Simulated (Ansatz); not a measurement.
A: BP (zinc blende), a = b = c = 4.548 Å, α = β = γ = 90.00°
B: InP (zinc blende), a = b = c = 5.9595 Å, α = β = γ = 90.00°
C: TaC (rock salt), a = 4.476 Å, b = 4.476 Å, c = 4.476 Å, α = 90.00°, β = 90.00°, γ = 90.00°

Scan: energy against volume (even scaling of the relaxed cell, symmetry kept). All come from one method, each on a k mesh of its own. All were relaxed with their symmetry unable to fall. Spin-orbit coupling is left out. TaC is run without spin polarisation.

Q: Rank these by bulk modulus (fitted) (highest first), as PBE (plane waves to 420 eV, PAW, scalar-relativistic; Ansatz, an electronic-structure program) gives it.

A: C (324 GPa), A (162 GPa), B (59.4 GPa)

(A scan under strain: stresses follow from slopes of the energy per volume, elastic moduli from its curvatures.)
